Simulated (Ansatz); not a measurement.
Relaxed-ion elastic tensor of Se (trigonal Se type, space group No. 152) in GPa (Voigt order), PBE in the plane-wave PAW code Ansatz; density 4.39 g/cm³, 29.85 Å³ per atom.

```csv
,1,2,3,4,5,6
1,7.2,2.3,8.9,2.9,0.0,0.0
2,2.3,7.2,8.9,-2.9,0.0,0.0
3,8.9,8.9,70.0,0.0,0.0,0.0
4,2.9,-2.9,0.0,11.3,0.0,0.0
5,0.0,0.0,0.0,0.0,11.3,2.9
6,0.0,0.0,0.0,0.0,2.9,2.4
```

Problem. Is the crystal mechanically stable?

Solution. Yes: the smallest eigenvalue of C is 1.6 GPa.

Problem. Work out the Voigt and Reuss bounds. Is their mean of use?

Solution. K_V = 13.9, K_R = 4.4; G_V = 9.3, G_R = 3.1 GPa. The bounds lie so far apart that a Hill average or a Debye temperature from it would say little.

Space group P3_121 (trigonal Se type). Symmetry was held in the PBE relaxation. A crystal of weakly bound chains computed without a dispersion correction: the cell and the soft elastic constants depend strongly on that.

Potentials: the later of the program's two PAW sets.
